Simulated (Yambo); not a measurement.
KTaO3 (cubic perovskite, space group Pm-3m, No. 221), G0W0@PBEsol in Yambo with this input:

```
rim_cut
gw0
dyson
el_el_corr
HF_and_locXC
ppa
em1d
RandQpts= 1000000
RandGvec= 1 Ry
EXXRLvcs= 84 Ry
VXCRLvcs= 336 Ry
Chimod= "HARTREE"
% BndsRnXp
 5 | 200 |
%
NGsBlkXp= 7 Ry
% LongDrXp
 1.0 | 1.0 | 1.0 |
%
PPAPntXp= 27.2114 eV
% GbndRnge
 1 | 200 |
%
GTermKind= "BG"
DysSolver= "n"
ExtendOut
```

On a 4×4×4 mesh, with wavefunctions cut at 84 Ry, the gap (R → Γ) is 3.618 eV and the valence edge shifts by -0.464 eV.

What happens with this change: 1 Ry block?

The gap rises by 0.673 eV, to 4.291 eV; the shift of the valence edge becomes -0.812 eV. Neither run is shown to be the converged limit.

Spin-orbit coupling is included.

Geometry of the Materials Project entry, not relaxed at this level; primitive cell a = b = c = 3.995 Å, α = β = γ = 90.00°.

A shift is the quasiparticle energy of the state minus its PBEsol energy.
